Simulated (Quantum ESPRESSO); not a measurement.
WGa4TiMo2, one composition in several site orders

Simulated, not a measurement. The program is pw.x of Quantum ESPRESSO 7.5 (plane-wave density functional theory). The cell is made up: eight metal atoms on a face-centred cubic lattice, with elements, volume, strain and displacements drawn at random and not relaxed, so it may be unstable or far from any real phase. PseudoDojo standard norm-conserving files set the functional (PBE unless stated); there is no spin polarisation or spin-orbit coupling, the Fermi-Dirac width of 0.25 eV means electrons at about 2900 K, and the masses in the input are unused placeholders. Heavy elements are run without spin-orbit coupling, which real alloys of them have. A spin test at this wide smearing found no moment, but such smearing suppresses magnetism that the real alloy may have.

The runs put one composition on the sites in different orders. Cell, positions, cutoff, mesh and smearing stay as in the input of run 1; sites are counted in its order. Stress in the tables is positive in tension.

Input of run 1:

```
&control calculation='scf', pseudo_dir='./dojo.nc.sr.pbe.v0_5.standard.upf', outdir='./o', disk_io='minimal', tprnfor=.true., tstress=.true. /
&system ibrav=0, nat=8, ntyp=4, nbnd=66, ecutwfc=84.00895049, nosym=.true., tot_charge=0,
 occupations='smearing', smearing='fd', degauss=0.0183746611
/
&electrons conv_thr=1.470e-08, electron_maxstep=70, mixing_beta=0.5 /
ATOMIC_SPECIES
Ga 1.0 Ga.upf
Mo 1.0 Mo.upf
Ti 1.0 Ti.upf
W 1.0 W.upf
CELL_PARAMETERS angstrom
-0.0056 2.1067 2.0643
-4.0856 2.1156 -2.062
-3.9401 -6.1787 6.0628
ATOMIC_POSITIONS angstrom
W 0.0678 0.1008 -0.0306
Ga -4.0091 -4.1372 4.0198
Ti -3.9792 -2.104 2.0587
Ga -4.061 0.0767 0.0235
Ga -1.9214 -2.0325 3.968
Mo -1.9051 0.0886 2.059
Mo -2.1628 2.1572 -0.0337
Ga -6.0943 -2.0375 4.0951
K_POINTS automatic
8 5 3 1 1 1
```

| run | elements on sites 1 to 8 | free energy less that of run 1 (eV) | -TS (eV) | pressure (GPa) | stress xx (GPa) | stress yy (GPa) | stress zz (GPa) | stress yz (GPa) | stress xz (GPa) | stress xy (GPa) | iterations |
| --- | --- | --- | --- | --- | --- | --- | --- | --- | --- | --- | --- |
| 1 | W Ga Ti Ga Ga Mo Mo Ga | 0.000 | -1.416 | -8.70 | 9.77 | 8.23 | 8.09 | -1.28 | 1.67 | -2.04 | 16 |
| 2 | Ga Mo Ti Ga Ga Ga W Mo | 0.479 | -1.472 | -7.87 | 8.37 | 7.42 | 7.82 | -0.65 | 0.57 | -1.18 | 17 |
| 3 | Ga Ga Ga Mo Ga W Mo Ti | 0.080 | -1.411 | -9.76 | 9.33 | 10.44 | 9.51 | -2.14 | 1.18 | -1.32 | 17 |
| 4 | Ga Ga W Ga Mo Mo Ga Ti | 0.062 | -1.383 | -9.62 | 8.38 | 10.36 | 10.12 | -2.03 | 1.19 | -0.82 | 17 |
| 5 | Ga Ga Ga Ti Ga W Mo Mo | 0.616 | -1.555 | -9.54 | 8.42 | 10.49 | 9.71 | -1.14 | 0.57 | -0.77 | 18 |
| 6 | Ga Ga Mo W Ga Mo Ti Ga | 0.357 | -1.485 | -8.84 | 10.09 | 8.38 | 8.05 | -0.70 | 2.05 | -2.02 | 18 |

Forces Fx Fy Fz (eV/Å):

```
site             run 1             run 2             run 3             run 4             run 5             run 6
   1  -1.25 -0.28 0.28  -0.75 0.11 -0.24  -1.20 -0.61 0.45  -1.03 -0.43 0.35  -1.12 -0.54 0.39  -1.12 -0.64 0.50
   2  -0.45 -0.14 0.21   0.29 -0.15 0.10  -0.12 -0.21 0.30   0.67 0.65 -0.57  -0.08 -0.16 0.21  -0.13 0.21 -0.21
   3  -0.19 0.19 -0.27  -0.47 0.11 -0.04   0.06 0.66 -0.71   0.09 0.65 -0.64  -0.08 0.43 -0.47   0.09 0.35 -0.59
   4   0.70 0.12 -0.23  0.64 -0.05 -0.02   0.72 0.09 -0.34   0.02 -0.62 0.37   0.60 0.10 -0.36  0.39 -0.11 -0.10
   5   0.01 -0.07 0.25  -0.37 -0.88 1.04   0.36 -0.01 0.33  -0.43 -0.40 0.51   0.10 -0.11 0.45    0.00 0.15 0.21
   6   0.04 0.33 -0.50  -0.50 0.13 -0.22  -0.67 0.16 -0.17  -0.40 0.21 -0.05  -0.50 0.10 -0.14  -0.31 -0.03 0.04
   7   0.46 -0.44 0.54   0.59 0.26 -0.17   0.42 -0.66 0.73   0.26 -0.34 0.40   0.57 -0.32 0.40   0.13 -0.51 0.70
   8   0.69 0.30 -0.28   0.57 0.46 -0.45   0.43 0.58 -0.59   0.81 0.28 -0.37   0.52 0.49 -0.48   0.94 0.58 -0.55
```

The sites are displaced and not relaxed, so the energy differences mix bonding between neighbours with strain and are not ordering energies. A rerun of one cell of this series at a higher cutoff and on a denser mesh moved values by no more than 0.003 eV in energy, 0.03 GPa in stress and 0.010 eV/Å in force, and a second program with other atomic files agreed on that cell to 2 % rms in force and 0.5 GPa in pressure.